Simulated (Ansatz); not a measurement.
A relaxed cell of Ca (Im-3m (No. 229)), relaxed on a k-mesh at least as fine as the one used below. Method: r2SCAN (plane waves to 500 eV, PAW, scalar-relativistic; Ansatz, a first-principles code). Γ-centred k-mesh 5×10×10 on the run's cell (coarser than for final values), Fermi–Dirac smearing 0.05 eV.

```
Ca
1.0
   -4.42462     4.42462     4.42462
    2.21231    -2.21231     2.21231
    2.21231     2.21231    -2.21231
Ca
2
Direct
  0.00000   0.00000   0.00000
  0.50000   0.00000   0.00000
```

The atoms are displaced by (Å):

```
atom      ux     uy      uz
----  ------  -----  ------
Ca1   -0.043  0.058  -0.094
Ca2    0.102  0.029   0.145
```

**Question.** What forces (eV/Å) and pressure result?

**Answer.** 
| atom | Fx | Fy | Fz |
|---|---|---|---|
| Ca1 | 0.15 | 0.17 | 0.20 |
| Ca2 | -0.15 | -0.17 | -0.20 |

Pressure +0.1 GPa.

No spin polarisation in the result.

The run that gave the undisplaced cell could not lose the symmetry of its start.
